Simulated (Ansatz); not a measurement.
The geometry is COD entry 9008517, unchecked; take it as a test cell. The listed cell was then made from it by scaling, straining or moving an atom.

Ti: DFT, PBEsol, all-electron PAW with datasets made for the crystal, scalar-relativistic (Ansatz 0.2.0). What sets it apart from a plain run of this crystal: volume scaled by 0.99.

Command: `ansatz run input.yaml --threads 1 --pin off --max-ram 3072MiB --backend cpu --events-out ev --progress --plain --runs-dir out` The run took 6.5 s on 1 thread of Arm Neoverse V1 (shared host), peak memory 0.37 GiB.

```yaml
crystal:
  lattice:
    - [2.9401315731, 0.0, 0.0]
    - [-1.4700657866, 2.5462286328, 0.0]
    - [0.0, 0.0, 4.6703276421]
  atoms:
    - { symbol: Ti, position: [0.3333333333, 0.6666666667, 0.25] }
    - { symbol: Ti, position: [0.6666666667, 0.3333333333, 0.75] }
kpoints:
  mp_grid: { grid: [13, 13, 7] }
scf:
  occupations: { method: fermi_dirac, width: 0.08 }
hamiltonian:
  xc: pbesol
  pseudopotentials: { kind: all_electron, datasets: crystal }
output:
  forces: true
  stress: true
  eigenvalues: true
  efg: { contact_densities: true }
```

Output (standing set-up lines are left out):

```
Crystal: 2 atoms, lattice volume = 34.963 Å³
iter 1 solved again at ethr=1.98e-2 eV; its pass at ethr=1.00e-1 eV (dr2=1.58e0 eV) is discarded
SCF iter   1: F=—  HF=-46415.667444 eV  |F-HF|=—  |Δ(HF+E_count)|=         —  Δρ=6.62e-2  dr2=1.57e0  ethr=1.98e-2  ⟨swp⟩=2.0  Hψ=6797  notcnv=0
preconditioner: auto → none  [metal: Δε(μ)=0.024 eV  Ē_g=5.304 eV  σ=0.080 eV  W_gap=0.07  n_scr=2 (ndim 8)  ℏωp=17.8 eV  f_vac=0.000  D(μ)=1.74/eV (n_scr^D=22)  sad-step TF]
SCF iter   2: F=—  HF=-46415.232292 eV  |F-HF|=—  |Δ(HF+E_count)|=   4.35e-1  Δρ=2.43e-2  dr2=2.19e-1  ethr=1.97e-2  ⟨swp⟩=2.0  Hψ=2184  notcnv=0
iter 3 solved again at ethr=5.10e-5 eV; its pass at ethr=2.74e-3 eV (dr2=4.08e-3 eV) is discarded
SCF iter   3: F=—  HF=-46415.145344 eV  |F-HF|=—  |Δ(HF+E_count)|=   8.69e-2  Δρ=4.01e-3  dr2=4.06e-3  ethr=5.10e-5  ⟨swp⟩=2.8  Hψ=5817  notcnv=0  defer=4
SCF iter   4: F=—  HF=-46415.142583 eV  |F-HF|=—  |Δ(HF+E_count)|=   2.76e-3  Δρ=5.81e-4  dr2=6.76e-5  ethr=5.08e-5  ⟨swp⟩=3.0  Hψ=2646  notcnv=0  defer=1
SCF iter   5: F=—  HF=-46415.143251 eV  |F-HF|=—  |Δ(HF+E_count)|=   6.68e-4  Δρ=3.49e-4  dr2=3.30e-5  ethr=8.45e-7  ⟨swp⟩=3.0  Hψ=2925  notcnv=0  defer=1
SCF iter   6: F=—  HF=-46415.143249 eV  |F-HF|=—  |Δ(HF+E_count)|=   2.62e-6  Δρ=2.54e-5  dr2=1.16e-7  ethr=4.12e-7  ⟨swp⟩=2.4  Hψ=1596  notcnv=0  defer=1
SCF iter   7: F=-46415.143249 eV  HF=-46415.143249 eV  |F-HF|=1.76e-8  |Δ(HF+E_count)|=   2.41e-7  Δρ=8.32e-6  dr2=2.53e-8  ethr=1.44e-9  ⟨swp⟩=3.9  Hψ=2291  notcnv=0  defer=1
SCF 1 converged in 7 iterations: F = -46415.143249 eV  dr2 = 2.53e-8
  Residual-converged pass: ⟨swp⟩=3.6  Hψ=1843  notcnv=0  max |occ|·‖R‖ = 5.3e-6 eV (tolerance 5.3e-6 eV)  dr2=2.58e-8  dr2_onsite=1.05e-8  max |Δocc| = 6.6e-10
  greatest PAW one-centre occupation: 0.241 electrons in one spin orbital (limit 2), on the Ti atom at site 1 (counted from 0), in its partial waves of l = 2
SCF converged after 7 iterations
Free energy (F): -46415.143249 eV
Harris-Foulkes:  -46415.143249 eV  (|F-HF|=1.76e-8)
Internal energy: -46415.094847 eV  (E = F + TS)
E sigma→0 (E₀):  -46415.119048 eV
Entropy (-TS):   -0.048402 eV (-24.201 meV/atom)
Past the cutoff: the bands carry plane waves up to 1.75 times it, of which those up to 1.5 times it add -0.000243 eV an atom, each by itself; the spheres take 0.000101 eV an atom off the energy for waves past 1.75 times it
By the cutoff:   a pressure is off by up to 0.006 GPa (1.2 times the spheres' own share and the shells' term, over an atom's volume, and 0.004 GPa: a bound that held against runs at twice the plane waves)
Past the cutoffs: a stress includes 0.0020 GPa for waves and charges beyond them, in addition to the slope of what the spheres take
In the spheres:  the bands' charges fall short by 9.7e-7 e at most (sound up to 1e-3), those of shells solved beside the bands by 1.8e-6 e (sound up to 5e-4)
Fermi energy:    13.551954 eV
--- Per-component energies (eV) ---
  The terms above E_closure are by the made datasets' own strengths, without shells solved beside the bands.
--- Forces (eV/Å), atoms counted from 1 ---
  atom   1  Ti    -0.00000000     0.00000000     0.00000000
  atom   2  Ti     0.00000000    -0.00000000    -0.00000000
  max |Σ_I F_I| component: 3.70e-17 eV/Å
--- Stress (GPa, compression-positive) ---
       -4.656601      -0.000000      -0.000000
       -0.000000      -4.656601       0.000000
       -0.000000       0.000000      -5.119242
  P = ⅓ Tr σ = -4.8108 GPa (-48.108 kbar)
  It holds what live shells' own plane waves past their cutoff add
--- PAW observables at the nuclei: V_zz in 10²¹ V/m², potentials from the cell's mean, atoms counted from 1 ---
  atom   1  Ti V_zz =    +1.845197   η = 0.0000   by run symmetry: allowed
            electrostatic potential = -2529.419899 V   contact ρ = 56692.183494 e/Å³
  atom   2  Ti V_zz =    +1.845197   η = 0.0000   by run symmetry: allowed
            electrostatic potential = -2529.419899 V   contact ρ = 56692.183494 e/Å³
--- Band table (eV; the first three rows and the last of 84) ---
  k-point 0: bands = ["7.3851", "10.8873", "14.2924", "14.3408", "14.3408", "14.4419", "14.8333", "14.8333", "15.1964", "15.1964", "16.7170"]
  k-point 1: bands = ["7.5555", "10.7921", "14.0232", "14.2668", "14.2668", "14.3481", "14.7431", "14.7431", "15.3793", "15.3793", "16.7244"]
  k-point 2: bands = ["8.0470", "10.4040", "13.6205", "14.0978", "14.1814", "14.1814", "14.5368", "14.5368", "15.7680", "15.7680", "16.6848"]
  k-point 83: bands = ["12.0898", "12.1341", "12.5996", "12.7306", "13.3158", "13.4242", "15.0852", "15.4176", "16.6992", "16.8165", "19.7755"]
```
